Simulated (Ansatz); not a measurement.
# SiC (P6_3mc), zone-centre modes

These are results of Ansatz, DFT r2SCAN, scalar-relativistic, plane waves, PAW, not measurements. Settings: plane waves to 500 eV, k-mesh 12×12×4 (Γ-centred), Gaussian smearing 0.05 eV. No spin polarisation.

Reference structure (relaxed at this level):

```
CELL_PARAMETERS angstrom
3.07756 0.00000 0.00000
-1.53878 2.66524 0.00000
0.00000 0.00000 10.07677
ATOMIC_POSITIONS crystal
Si 0.66667 0.33333 0.93784
Si 0.33333 0.66667 0.43784
Si 0.00000 0.00000 0.68789
Si 0.00000 0.00000 0.18789
C 0.66667 0.33333 0.74980
C 0.33333 0.66667 0.24980
C 0.00000 0.00000 0.50046
C 0.00000 0.00000 0.00046
```

Harmonic modes by finite displacements of 0.02 Å, without the LO–TO term.

At this geometry, is the structure stable against these modes?

Yes: no mode is imaginary beyond 10 cm⁻¹, and only the three translations lie near zero.

List the wavenumbers in cm⁻¹.

0, 0, 0, 200, 200, 207, 207, 271, 271, 404, 412, 613, 770, 770, 780, 780, 786, 788, 788, 801, 801, 845, 920, 929.

Cost: 1 run of about 7.8 core-minutes, on Intel Xeon Platinum 8375C (Ice Lake) (shared hosts).